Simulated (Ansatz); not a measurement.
**Mg3Sb2 (A-La2O3 type, space group P-3m1): energy against volume**

Mg$_{3}$Sb$_{2}$ (A-La2O3 type, space group P-3m1)

```cif
data_Mg3Sb2
_chemical_formula_sum 'Sb2 Mg3'
_space_group_name_H-M_alt 'P-3m1'
_space_group_IT_number 164
_space_group_name_Hall '-P 3 2"'
_cell_length_a 4.56691
_cell_length_b 4.56691
_cell_length_c 7.24702
_cell_angle_alpha 90.000
_cell_angle_beta 90.000
_cell_angle_gamma 120.000
loop_
_atom_site_label
_atom_site_type_symbol
_atom_site_symmetry_multiplicity
_atom_site_Wyckoff_symbol
_atom_site_fract_x
_atom_site_fract_y
_atom_site_fract_z
_atom_site_occupancy
Sb1 Sb 2 d 0.33333 0.66667 0.22875 1
Mg1 Mg 1 a 0.00000 0.00000 0.00000 1
Mg2 Mg 2 d 0.66667 0.33333 0.36646 1
```

Equation-of-state scan: isotropic scaling of the cell above, V₀ being its volume. The atoms relax within the cell's symmetry.

Level of theory: r2SCAN (plane waves to 500 eV, PAW, scalar-relativistic; Ansatz, an electronic-structure program). k mesh 12×12×7 (Γ-centred), Fermi-Dirac smearing 0.05 eV. Energies are smeared free energies. Compression counts positive. With the shape held, the modulus is that of even scaling; a crystal free to change shape is softer. Mg3Sb2 was relaxed with its symmetry unable to fall. Spin-orbit coupling is left out, though Sb is heavy. ΔE is measured from the relaxed starting cell.

```json
[
 {"V (Å³/cell)": "109.95", "ΔE (meV/atom)": "129.8", "P (GPa)": "11.5"},
 {"V (Å³/cell)": "114.14", "ΔE (meV/atom)": "78.0", "P (GPa)": "8.4"},
 {"V (Å³/cell)": "118.33", "ΔE (meV/atom)": "41.3", "P (GPa)": "5.7"},
 {"V (Å³/cell)": "122.52", "ΔE (meV/atom)": "17.3", "P (GPa)": "3.5"},
 {"V (Å³/cell)": "126.71", "ΔE (meV/atom)": "4.1", "P (GPa)": "1.6"},
 {"V (Å³/cell)": "130.90", "ΔE (meV/atom)": "0.0", "P (GPa)": "0.0"},
 {"V (Å³/cell)": "135.09", "ΔE (meV/atom)": "3.6", "P (GPa)": "-1.4"},
 {"V (Å³/cell)": "139.28", "ΔE (meV/atom)": "13.8", "P (GPa)": "-2.5"},
 {"V (Å³/cell)": "143.47", "ΔE (meV/atom)": "29.6", "P (GPa)": "-3.5"},
 {"V (Å³/cell)": "147.65", "ΔE (meV/atom)": "50.1", "P (GPa)": "-4.3"},
 {"V (Å³/cell)": "151.84", "ΔE (meV/atom)": "74.5", "P (GPa)": "-5.0"}
]
```

What the scan shows:

- Pressure at the smallest volume: 11.5 GPa
- Energy cost of the largest compression: 129.8 meV/atom
- Energy cost of the largest expansion: 74.5 meV/atom
- Bulk modulus at fixed cell shape B₀ (third-order Birch-Murnaghan fit): 46.0 GPa
- Pressure derivative B₀′ (fit): 4.1
- Equilibrium volume of the fit: 26.18 Å³/atom
- Pressure for 5 % compression (fit): 2.6 GPa

(A scan under strain: stresses follow from slopes of the energy per volume, elastic moduli from its curvatures.)
